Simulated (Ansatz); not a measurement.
CdGaNO:
```xyz
4
Lattice="3.2814 0.0000 0.0000 -1.6407 2.8418 0.0000 0.0000 0.0000 5.6838" Properties=species:S:1:pos:R:3 pbc="T T T"
Ga     0.0000     1.8945     2.8540
Cd     1.6407     0.9473     5.5687
O      0.0000     1.8945     0.9712
N      1.6407     0.9473     3.3947
```

x, y and z are the axes in which the lattice vectors are written.

Give the proper piezoelectric stress tensor with relaxed ions from the program Ansatz at the PBEsol level (PAW).

In C/m², rows x, y, z, Voigt columns; mesh uncertainty up to 0.00.
```
 0.00   0.00   0.00   0.00   0.57   0.31
 0.31  -0.31   0.00   0.57   0.00   0.00
 0.35   0.35  -0.83   0.00   0.00   0.00
```

The elastic tensor of the same run (GPa):

```
 207  94.1  96.6  -1.9   0.0   0.0
94.1   207  96.6   1.9   0.0   0.0
96.6  96.6   301   0.0   0.0   0.0
-1.9   1.9   0.0  40.5   0.0   0.0
 0.0   0.0   0.0   0.0  40.5  -1.9
 0.0   0.0   0.0   0.0  -1.9  56.7
```

Convert to strain constants d = e·S.

In pC/N:
```
 0.0   0.0   0.0   0.0  14.4   5.9
 3.0  -3.0   0.0  14.4   0.0   0.0
 2.6   2.6  -4.4   0.0   0.0   0.0
```

Space group P3m1. The start of the workflow was typed in or built on a structure type; neither database checked (COD, Materials Project) lists it. Whether it is the stable phase at ambient conditions was not checked. The PBEsol relaxation kept the symmetry of its start; whether a distortion lowers the energy is not shown. Signs of piezoelectric constants follow the polarity of the cell as given.

Potentials: the earlier of the program's two PAW sets. The files were generated under PBE; for other functionals the program regenerates the frozen cores, and for LDA and PBEsol the local potential too.
